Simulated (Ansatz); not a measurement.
HgPt (L1₀ or tetragonal B2, P4/mmm), DFT-LDA in the program Ansatz with PAW potentials, all energies at zero smearing, with the estimated change up to a 700 eV cutoff added, with one set of potentials and settings (totals compare only within such a set). Cell of 2 atoms (1 Hg, 1 Pt): -25767.519 eV.

```json
[
 {"element": "Hg", "reference phase": "C2/m, 1 atoms in the cell", "E (eV/atom)": "-13522.4424"},
 {"element": "Pt", "reference phase": "Fm-3m, 1 atoms in the cell", "E (eV/atom)": "-12244.9860"}
]
```

Formation energy per atom, worked out: (-25767.519 − 1×(-13522.4424) − 1×(-12244.9860))/2 = -0.045 eV/atom (-4 kJ per mol of atoms), at 0 K, without zero-point energy or fitted corrections.

The workflow started from an entry of the Crystallography Open Database (COD). Its standing as an ambient phase is unchecked. Symmetry was held in the LDA relaxation; of distortions, only those at the zone centre were tested. The run is not spin-polarised. The references are the lowest solids computed at this level, not always the standard phases. Scalar-relativistic: spin–orbit coupling is off unless named, which matters more the heavier the elements.

Potentials: the later of the program's two PAW sets.
